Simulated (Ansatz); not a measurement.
Ge:
```
Ge
1.0
   10.73051     0.00000     0.00000
   -5.36526     9.29289     0.00000
    0.00000     0.00000    10.90083
Ge
40
Cartesian
 -3.23454   8.06273   0.00000
  2.13071   1.23017   0.00000
  3.37195   1.94680   2.03916
  5.36526   3.09763   1.22392
  5.36526   3.09763   9.67691
  5.36526   5.39930   8.86167
  5.36526   6.83256   0.00000
 -3.32437   5.75798   7.49773
 -2.04089   3.53492   7.49773
  7.35856   1.94680   8.86167
  8.59980   1.23017   0.00000
 -4.06135   7.03446   5.45041
 -1.99330   7.34610   2.03916
 -1.99330   7.34610   8.86167
  0.00000   6.19526   1.22392
  0.00000   6.19526   9.67691
  0.00000   3.89359   2.03916
  2.04089   3.53492   3.40310
  3.32437   5.75798   7.49773
  1.99330   7.34610   8.86167
 -1.30391   2.25844   5.45041
  0.00000   3.89359   8.86167
  0.00000   2.46033   0.00000
  2.04089   3.53492   7.49773
  1.30391   2.25844   5.45041
  3.37195   1.94680   8.86167
  3.23454   8.06273   0.00000
  1.99330   7.34610   2.03916
 -3.32437   5.75798   3.40310
  4.06135   7.03446   5.45041
  3.32437   5.75798   3.40310
  5.36526   5.39930   2.03916
  4.08177   0.00000   3.40310
  2.60782   0.00000   5.45041
  4.08177   0.00000   7.49773
  6.64874   0.00000   7.49773
  6.64874   0.00000   3.40310
  8.12269   0.00000   5.45041
  7.35856   1.94680   2.03916
 -2.04089   3.53492   3.40310
```

Relaxed with PBE. Special points in fractions of this cell's reciprocal vectors: Γ (0.000, 0.000, 0.000); M (0.500, 0.000, 0.000); K (0.333, 0.333, 0.000); A (0.000, 0.000, 0.500); L (0.500, 0.000, 0.500); H (0.333, 0.333, 0.500).

List the band energies nearest the valence-band maximum at these points for PBE (plane waves, PAW; program Ansatz).

In eV from the valence-band maximum; about four levels below and three above (degenerate sets whole), none deeper than 8.9 eV; points with the same levels are listed once.

| k | below | above |
|---|---|---|
| Γ | -0.25 -0.25 -0.16 0.00 | 1.29 1.51 1.67 |
| M | -0.32 -0.30 -0.23 -0.23 | 0.89 1.12 1.37 |
| K | -0.47 -0.23 -0.23 -0.10 | 0.57 1.18 1.18 |
| A | -0.32 -0.32 -0.32 -0.09 -0.08 | 1.07 1.15 1.27 |
| L | -0.48 -0.39 -0.32 -0.09 | 0.99 1.54 1.55 |
| H | -0.45 -0.45 -0.41 -0.41 -0.14 | 1.00 1.08 1.73 1.73 |

Space group P6/mmm. The start of the workflow was typed in or built on a structure type; neither database checked (COD, Materials Project) lists it. It is not the phase usual at ambient conditions (space group No. 227). The PBE relaxation kept the symmetry of its start; its stability against distortions is not shown here. Scalar-relativistic: spin–orbit coupling is off unless named, which matters more the heavier the elements.

Potentials: the later of the program's two PAW sets.
